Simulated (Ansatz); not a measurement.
Theory: Ansatz, DFT, LDA (PW92), plane waves (420 eV) with PAW, scalar-relativistic. (PAW data from PBE, frozen cores regenerated.)

An element in the hcp structure gives this curve. The cell is scaled uniformly from the relaxed one, with fractional coordinates and shape fixed. Energies are extrapolated to zero smearing, pressures are those at the given smearing. Magnetic state: spin not included.

```
V (Å³/atom)  E − E₀ (meV/atom)  P (GPa)
     12.526              182.7    40.04
     13.096               72.9    23.23
     13.665               16.0    10.16
     14.234                0.0     0.02
     14.804               15.8    -7.84
     15.373               56.1   -13.90
     15.942              115.3   -18.54
```

Task: Which element is it?
A. zinc
B. palladium
C. silver
D. aluminium

Result: B. Its fit is V₀ = 14.21 Å³/atom, B₀ = 224 GPa, B₀′ = 5.4.
